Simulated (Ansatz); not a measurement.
MgTe:
```
CELL_PARAMETERS angstrom
      4.50645     0.00000     0.00000
     -2.25322     3.90270     0.00000
      0.00000     0.00000    14.68908
ATOMIC_POSITIONS crystal
  Mg 0.00000 0.00000 0.00056
  Mg 0.00000 0.00000 0.50056
  Mg 0.66667 0.33333 0.75014
  Mg 0.33333 0.66667 0.25014
  Te 0.00000 0.00000 0.81268
  Te 0.00000 0.00000 0.31268
  Te 0.66667 0.33333 0.56225
  Te 0.33333 0.66667 0.06225
```

Relaxed with LDA. Special points in fractions of this cell's reciprocal vectors: Γ (0.000, 0.000, 0.000); M (0.500, 0.000, 0.000); K (0.333, 0.333, 0.000); A (0.000, 0.000, 0.500); L (0.500, 0.000, 0.500); H (0.333, 0.333, 0.500).

Question: List the band energies nearest the valence-band maximum at these points for the program Ansatz at the LDA level (PAW).

Answer: In eV from the valence-band maximum; about four levels below and three above (degenerate sets whole), none deeper than 8.9 eV; points with the same levels are listed once.

| k | below | above |
|---|---|---|
| Γ | -0.24 -0.24 -0.01 -0.01 0.00 | 2.40 3.04 3.34 |
| M | -0.91 -0.91 -0.60 -0.46 | 2.82 2.88 3.28 |
| K | -1.49 -1.01 -1.01 -0.65 | 3.85 3.93 3.93 |
| A | -0.08 -0.08 -0.08 -0.08 | 3.09 3.09 3.19 3.19 |
| L | -0.93 -0.93 -0.60 -0.60 | 3.10 3.10 3.51 3.51 |
| H | -1.05 -1.05 -0.92 -0.92 | 3.53 3.53 4.59 4.59 |

Space group P6_3mc. The cell is a constructed one: a structure type filled with these elements; the Crystallography Open Database files this formula in space group No. 186, but the cells were not matched. Its standing as an ambient phase is unchecked. The cell was relaxed with LDA under the symmetry of its start; its stability against distortions is not shown here. Spin–orbit coupling is left out wherever it is not named.

Potentials: the later of the program's two PAW sets.
